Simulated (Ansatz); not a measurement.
Consider the following.

Bi₂SO₂:
```cif
data_Bi2O2S
_chemical_formula_sum 'Bi2 S1 O2'
_space_group_name_H-M_alt 'P-3m1'
_space_group_IT_number 164
_space_group_name_Hall '-P 3 2"'
_cell_length_a 3.94070
_cell_length_b 3.94070
_cell_length_c 6.76172
_cell_angle_alpha 90.000
_cell_angle_beta 90.000
_cell_angle_gamma 120.000
loop_
_atom_site_label
_atom_site_type_symbol
_atom_site_symmetry_multiplicity
_atom_site_Wyckoff_symbol
_atom_site_fract_x
_atom_site_fract_y
_atom_site_fract_z
_atom_site_occupancy
Bi1 Bi 2 d 0.33333 0.66667 0.22305 1
S1 S 1 b 0.00000 0.00000 0.50000 1
O1 O 2 d 0.66667 0.33333 0.12193 1
```

This is the PBEsol-relaxed structure.

All from the program Ansatz at the PBEsol level (PAW), unless another level is named. Give the electronic dielectric constant ε∞ (DFPT).

10.8 (xx = yy), 10.8 (zz).

And the Born charges (a third of the trace)?

Bi +5.40, S -3.28, O -3.76 e.

Next, the static dielectric constant ε0 (ions relaxed, cell fixed)?

54.0 (xx = yy), 100.0 (zz).

The start of the workflow was typed in or built on a structure type; neither database checked (COD, Materials Project) lists it. Its standing as an ambient phase is unchecked. The PBEsol relaxation kept the symmetry of its start; whether a distortion lowers the energy is not shown. The volume moved by 33 % from the start of the relaxation. Scalar-relativistic: spin–orbit coupling is off unless named, which matters more the heavier the elements.

Potentials: the earlier of the program's two PAW sets. The files were generated under PBE; for other functionals the program regenerates the frozen cores, and for LDA and PBEsol the local potential too.
